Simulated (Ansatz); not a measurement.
**Computed properties of CsPbCl3**

```yaml
crystal:
  lattice:
    - [5.60500, 0.00000, 0.00000]
    - [0.00000, 5.60500, 0.00000]
    - [0.00000, 0.00000, 5.60500]
  atoms:
    - { symbol: Cs, position: [0.00000, 0.00000, 0.00000] }
    - { symbol: Pb, position: [0.50000, 0.50000, 0.50000] }
    - { symbol: Cl, position: [0.00000, 0.50000, 0.50000] }
    - { symbol: Cl, position: [0.50000, 0.00000, 0.50000] }
    - { symbol: Cl, position: [0.50000, 0.50000, 0.00000] }
```

Atoms are numbered in the order listed.

Conventional cell: a = 5.605 Å, b = 5.605 Å, c = 5.605 Å, α = 90.00°, β = 90.00°, γ = 90.00°. Cs (atom 1) has 12 Cl at 3.96 Å as nearest neighbours. Pb (atom 2) has 6 Cl at 2.80 Å as nearest neighbours. Cl (atom 3) has 2 Pb at 2.80 Å as nearest neighbours.

The cell is COD entry 1530110, as deposited and not checked against the literature; nothing was relaxed.

Spin–orbit coupling is left out, though it moves levels of the heavy atoms by tenths of an eV or more.

All numbers are computed: DFT, PBE, all-electron LAPW, scalar-relativistic (Ansatz 0.2.0); DFT, PBE, PAW with Ansatz's default frozen-core files, scalar-relativistic (Ansatz 0.2.0); DFT, PBE, all-electron PAW with datasets made for the crystal, scalar-relativistic (Ansatz 0.2.0).

For LAPW: a Γ-centred 5×5×5 k mesh, Fermi–Dirac smearing of 0.01 eV, basis error target 0.5 meV/atom, no spin polarisation. PAW takes a cutoff of 420 eV at this cell. The crystal-made all-electron datasets (AE datasets) take a cutoff of 240 eV at this cell. The Ansatz runs share mesh, smearing and spin set-up. Values come from LAPW unless marked.

Spin–orbit coupling is left out, which moves gradients at and beside heavy atoms by some per cent and at worst by a factor of two.

```json
{
 "Pressure at this cell": "1.74 GPa",
 "Band gap": "1.93 eV, direct at R (0.5, 0.5, 0.5)",
 "Löwdin charges (with 0.12 e of the cell spilling out of the atomic basis, so their sizes and signs hang on that basis)": "Cs1 0.82, Pb2 0.66, Cl3 -0.45 e",
 "Bader charges (from the PAW run)": "Cs1 +0.89, Pb2 +1.25, Cl3 -0.72 e",
 "Field gradients Vzz (crystal-made datasets)": "Cs1 0 (under 0.004), Pb2 0 (under 0.004), Cl3 8.75 (η = 0.00) in 10²¹ V/m²",
 "Volume per atom": "237.7 bohr³"
}
```
